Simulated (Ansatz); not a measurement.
Total density of states per atom from plane-wave PAW r²SCAN (Ansatz code), in 0.25 eV bins, energy from the Fermi level:

```json
[
 {"E (eV)": "-7.85", "states/eV/atom": "0.00"},
 {"E (eV)": "-7.60", "states/eV/atom": "0.00"},
 {"E (eV)": "-7.35", "states/eV/atom": "0.00"},
 {"E (eV)": "-7.10", "states/eV/atom": "0.25"},
 {"E (eV)": "-6.85", "states/eV/atom": "0.79"},
 {"E (eV)": "-6.60", "states/eV/atom": "0.52"},
 {"E (eV)": "-6.35", "states/eV/atom": "0.17"},
 {"E (eV)": "-6.10", "states/eV/atom": "0.11"},
 {"E (eV)": "-5.85", "states/eV/atom": "0.08"},
 {"E (eV)": "-5.60", "states/eV/atom": "0.32"},
 {"E (eV)": "-5.35", "states/eV/atom": "0.38"},
 {"E (eV)": "-5.10", "states/eV/atom": "0.24"},
 {"E (eV)": "-4.85", "states/eV/atom": "0.18"},
 {"E (eV)": "-4.60", "states/eV/atom": "0.16"},
 {"E (eV)": "-4.35", "states/eV/atom": "0.15"},
 {"E (eV)": "-4.10", "states/eV/atom": "0.14"},
 {"E (eV)": "-3.85", "states/eV/atom": "0.27"},
 {"E (eV)": "-3.60", "states/eV/atom": "0.39"},
 {"E (eV)": "-3.35", "states/eV/atom": "0.57"},
 {"E (eV)": "-3.10", "states/eV/atom": "0.55"},
 {"E (eV)": "-2.85", "states/eV/atom": "0.92"},
 {"E (eV)": "-2.60", "states/eV/atom": "1.11"},
 {"E (eV)": "-2.35", "states/eV/atom": "0.67"},
 {"E (eV)": "-2.10", "states/eV/atom": "0.57"},
 {"E (eV)": "-1.85", "states/eV/atom": "0.67"},
 {"E (eV)": "-1.60", "states/eV/atom": "0.57"},
 {"E (eV)": "-1.35", "states/eV/atom": "0.56"},
 {"E (eV)": "-1.10", "states/eV/atom": "0.53"},
 {"E (eV)": "-0.85", "states/eV/atom": "0.42"},
 {"E (eV)": "-0.60", "states/eV/atom": "0.28"},
 {"E (eV)": "-0.35", "states/eV/atom": "0.22"},
 {"E (eV)": "-0.10", "states/eV/atom": "0.24"},
 {"E (eV)": "0.15", "states/eV/atom": "0.21"},
 {"E (eV)": "0.40", "states/eV/atom": "0.28"},
 {"E (eV)": "0.65", "states/eV/atom": "0.35"},
 {"E (eV)": "0.90", "states/eV/atom": "0.43"},
 {"E (eV)": "1.15", "states/eV/atom": "0.43"},
 {"E (eV)": "1.40", "states/eV/atom": "0.49"},
 {"E (eV)": "1.65", "states/eV/atom": "0.62"},
 {"E (eV)": "1.90", "states/eV/atom": "0.53"},
 {"E (eV)": "2.15", "states/eV/atom": "0.67"},
 {"E (eV)": "2.40", "states/eV/atom": "0.86"},
 {"E (eV)": "2.65", "states/eV/atom": "0.85"},
 {"E (eV)": "2.90", "states/eV/atom": "0.79"},
 {"E (eV)": "3.15", "states/eV/atom": "0.73"},
 {"E (eV)": "3.40", "states/eV/atom": "0.60"},
 {"E (eV)": "3.65", "states/eV/atom": "0.68"},
 {"E (eV)": "3.90", "states/eV/atom": "0.71"},
 {"E (eV)": "4.15", "states/eV/atom": "0.68"},
 {"E (eV)": "4.40", "states/eV/atom": "0.66"},
 {"E (eV)": "4.65", "states/eV/atom": "0.69"}
]
```

Task: Which of these materials gives this?
A. Sb, I4_132 (Sb on 8a)
B. InSn2Sb, R3m (In on 3a, Sb on 3a, Sn on 3a, Sn on 3a)
C. ZnIn2O4, I-4 (In on 2b, In on 2d, Zn on 2a, O on 8g)
D. MgInGaO4, R3m (Pearson symbol hR7)

Result: B, InSn2Sb, R3m (In on 3a, Sb on 3a, Sn on 3a, Sn on 3a). Within 0.5 eV of the Fermi level: Sn 5p 46 %, Sb 5p 20 %, In 5p 17 %, Sn 5s 9 %. Projections are on Löwdin-orthogonalised atomic valence shells; empty p or d shells of many metals are not among them.

The start of the workflow was typed in or built on a structure type; neither database checked (COD, Materials Project) lists it. Its standing as an ambient phase is unchecked. Symmetry was held in the r²SCAN relaxation; whether a distortion lowers the energy is not shown. The volume moved by 33 % from the start of the relaxation. Spin–orbit coupling is left out wherever it is not named.

Potentials: the earlier of the program's two PAW sets.
